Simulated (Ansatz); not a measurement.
The relaxed structure here is a generated cell of HfO2: the first start was made by placing the elements on the sites of a structure type, and the end was not matched to a known phase here, so it may be hypothetical. Known forms of HfO2 include space group No. 14, 29, 137, 225.

A structure of HfO2 relaxed with PBEsol (plane waves to 420 eV, PAW, scalar-relativistic; Ansatz, a program for electronic structure); single points at other levels follow on the same geometry (Ansatz, PAW; PBEsol+SOC at 600 eV on a 7×7×7 k-mesh; spin-orbit coupling only where +SOC is written). Space group Pn-3m (No. 224).

```cif
data_Hf2O4
_chemical_formula_sum 'O4 Hf2'
_space_group_name_H-M_alt 'Pn-3m :1'
_space_group_IT_number 224
_space_group_name_Hall 'P 4n 2 3 -1n'
_cell_length_a 4.49876
_cell_length_b 4.49876
_cell_length_c 4.49876
_cell_angle_alpha 90.000
_cell_angle_beta 90.000
_cell_angle_gamma 90.000
loop_
_atom_site_label
_atom_site_type_symbol
_atom_site_symmetry_multiplicity
_atom_site_Wyckoff_symbol
_atom_site_fract_x
_atom_site_fract_y
_atom_site_fract_z
_atom_site_occupancy
O1 O 4 b 0.25000 0.25000 0.25000 1
Hf1 Hf 2 a 0.00000 0.00000 0.00000 1
```

```
level       gap (eV)    kind  conduction minimum
----------  --------  ------  ------------------
PBEsol          4.15  direct                   Γ
PBEsol+SOC         ?       ?                   ?
```

Problem. What belongs in the gaps?

Solution. 
- PBEsol+SOC, gap (eV): 4.04
- PBEsol+SOC, kind: direct
- PBEsol+SOC, conduction minimum: Γ

The shift from spin-orbit coupling is approximate. No spin polarisation in the result.

It was reached from a disturbed copy of a Pn-3m (No. 224) cell (AFLOW prototype A2B_cP6_224_b_a (C3, as in Cu2O)), against which it lies under 1 meV/atom.
